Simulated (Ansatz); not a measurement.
AlRu2C in space group P6_3/mmc (No. 194; Al on 2d, Ru on 4f, C on 2a), DFT-PBE in the program Ansatz with PAW potentials, all energies at zero smearing, with the estimated change up to a 700 eV cutoff added, with one set of potentials and settings (totals compare only within such a set). Cell of 8 atoms (2 Al, 4 Ru, 2 C): -25091.152 eV.

| element | reference phase | E (eV/atom) |
|---|---|---|
| Al | Fm-3m, 1 atoms in the cell | -537.5049 |
| Ru | P6_3/mmc, 2 atoms in the cell | -5878.6876 |
| C | P6_3/mmc, 4 atoms in the cell | -250.9479 |

Formation energy per atom, worked out: (-25091.152 − 2×(-537.5049) − 4×(-5878.6876) − 2×(-250.9479))/8 = 0.063 eV/atom (6 kJ per mol of atoms), at 0 K, without zero-point energy or fitted corrections.

The start of the workflow was typed in or built on a structure type; neither database checked (COD, Materials Project) lists it. Its standing as an ambient phase is unchecked. The cell was relaxed with PBE under the symmetry of its start; its stability against distortions is not shown here. The run is not spin-polarised. The references are the lowest solids computed at this level, not always the standard phases.

Potentials: the later of the program's two PAW sets.
